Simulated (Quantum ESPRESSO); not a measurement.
```
CELL_PARAMETERS angstrom
      0.00000     5.30077     5.30077
      5.30077     0.00000     5.30077
      5.30077     5.30077     0.00000
ATOMIC_POSITIONS crystal
  Cl 0.76305 0.23695 0.23695
  Cl 0.23695 0.76305 0.76305
  Cl 0.23695 0.76305 0.23695
  Cl 0.76305 0.23695 0.76305
  Cl 0.23695 0.23695 0.76305
  Cl 0.76305 0.76305 0.23695
  Sc 0.00000 0.00000 0.00000
  Ag 0.50000 0.50000 0.50000
  Cs 0.75000 0.75000 0.75000
  Cs 0.25000 0.25000 0.25000
```

The geometry is that of Materials Project entry mp-1112622, symmetrised and not relaxed again.

Problem. What does LDA (pw.x of Quantum ESPRESSO, ONCV potentials, without SOC) give for the electronic structure near the Fermi level?

Solution. The LDA gap is indirect, 3.14 eV, from L to X; the smallest direct gap is 3.28 eV. Another valence extremum on the path lies within 0.02 eV, too close to call. Spin-orbit splittings are left out.

The structure is a Materials Project entry; no match was found in the copy of COD used, and its stability was not checked.
